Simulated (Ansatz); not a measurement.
YIn (CsCl type, Pm-3m), DFT-PBE in the program Ansatz with PAW potentials, all energies at zero smearing, with the estimated change up to a 700 eV cutoff added, with one set of potentials and settings (totals compare only within such a set). Cell of 2 atoms (1 Y, 1 In): -9447.532 eV.

```json
[
 {"element": "Y", "reference phase": "P6_3/mmc, 2 atoms in the cell", "E (eV/atom)": "-3848.6668"},
 {"element": "In", "reference phase": "I4/mmm, 1 atoms in the cell", "E (eV/atom)": "-5597.8481"}
]
```

Formation energy per atom, worked out: (-9447.532 − 1×(-3848.6668) − 1×(-5597.8481))/2 = -0.508 eV/atom (-49 kJ per mol of atoms), at 0 K, without zero-point energy or fitted corrections.

The first step of the workflow began from a Materials Project structure, measured or hypothetical; the Crystallography Open Database files this formula in space group No. 221, but the cells were not matched. Its standing as an ambient phase is unchecked. Symmetry was held in the PBE relaxation; its stability against distortions is not shown here. No spin polarisation was allowed. The references are the lowest solids computed at this level, not always the standard phases.

Potentials: the later of the program's two PAW sets.
